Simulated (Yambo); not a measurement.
G0W0@PBEsol for AgI (space group P4/nmm, No. 129) in Yambo. Reference settings: 2×2×2 Γ-centred k mesh, bands 9 to 194 and a 7 Ry block in the screening, 194 bands in G with the Bruneval-Gonze terminator, plasmon pole fitted at 27.2 eV. The PBEsol gap Γ → Γ on this mesh is 1.11 eV; G0W0 gaps are taken between the same points.

The settings were changed. The gap went from 2.04 eV to 1.95 eV, and the shift of the valence edge from -0.60 eV to -0.34 eV.

Question: Name the change that produced these shifts.
A) 6 Ry block
B) no random integration
C) 125 bands in G, no terminator
D) 76 bands in W, 76 bands in G

Answer: C, 125 bands in G, no terminator. The others gave (gap, valence shift): 6 Ry block: 2.03, -0.58 eV; 76 bands in W, 76 bands in G: 2.15, -0.38 eV; no random integration: 2.01, -0.48 eV.

Spin-orbit coupling is not included.

Geometry relaxed with PBE+D3(BJ); primitive cell a = b = 4.392 Å, c = 6.219 Å, α = β = γ = 90.00°.

This is not the ordinary phase of the substance; no match was found in the copy of COD used, and its stability was not checked.

A shift is the quasiparticle energy of the state minus its PBEsol energy.
